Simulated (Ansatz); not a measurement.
Q: ZrN (rock salt, Fm-3m) is relaxed with plane-wave PAW PBE (Ansatz code). What lattice parameters of the conventional cell result?

A: a = 4.595 Å.

Q: Is it a metal or does it have a gap at this level?

A: No gap at this level.

The cell was relaxed with PBE under the symmetry of its start; of distortions, only those at the zone centre were tested. The run is not spin-polarised. With an odd number of electrons in the cell and no spin polarisation, the count alone makes it a metal. Spin–orbit coupling is left out wherever it is not named.

Potentials: the later of the program's two PAW sets.
